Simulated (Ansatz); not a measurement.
Co$_{2}$C:
```
Co2C
1.0
    4.30042     0.00000     0.00000
    0.00000     4.31258     0.00000
    0.00000     0.00000     2.84050
Co C
4 2
Direct
  0.64694   0.74402   0.00000
  0.35306   0.25598   0.00000
  0.85306   0.24402   0.50000
  0.14694   0.75598   0.50000
  0.00000   0.00000   0.00000
  0.50000   0.50000   0.50000
```

Relaxed with PBEsol. Special points in fractions of this cell's reciprocal vectors: Γ (0.000, 0.000, 0.000); X (0.500, 0.000, 0.000); S (0.500, 0.500, 0.000); Y (0.000, 0.500, 0.000); Z (0.000, 0.000, 0.500); U (0.500, 0.000, 0.500); R (0.500, 0.500, 0.500); T (0.000, 0.500, 0.500).

Problem. List the band energies nearest the Fermi level at these points for PBEsol in the plane-wave PAW code Ansatz.

Solution. In eV from the Fermi level; about four levels below and three above (degenerate sets whole), none deeper than 8.9 eV; points with the same levels are listed once.

```csv
k,below,above
Γ,-1.28 -0.59 -0.44 -0.02,0.08 0.70 1.43
X,-1.14 -1.14 -0.55 -0.55,0.91 0.91 2.03 2.03
S,-0.67 -0.67 -0.19 -0.19,3.66 3.66 4.33 4.33
Y,-0.61 -0.61 -0.20 -0.20,0.02 0.02 2.48 2.48
Z,-0.53 -0.53 -0.33 -0.33,1.40 1.40 1.74 1.74
U,-0.63 -0.63 -0.11 -0.11,0.19 0.19 0.30 0.30
R,-0.59 -0.59 -0.36 -0.36,0.22 0.22 1.80 1.80
T,-0.49 -0.49 -0.48 -0.48,0.51 0.51 2.46 2.46
```

Space group Pnnm. The first step of the workflow began from a Materials Project structure, measured or hypothetical; the Crystallography Open Database files this formula in space group No. 58, but the cells were not matched. Whether it is the stable phase at ambient conditions was not checked. Symmetry was held in the PBEsol relaxation; its stability against distortions is not shown here. No spin polarisation was allowed.

Potentials: the later of the program's two PAW sets.
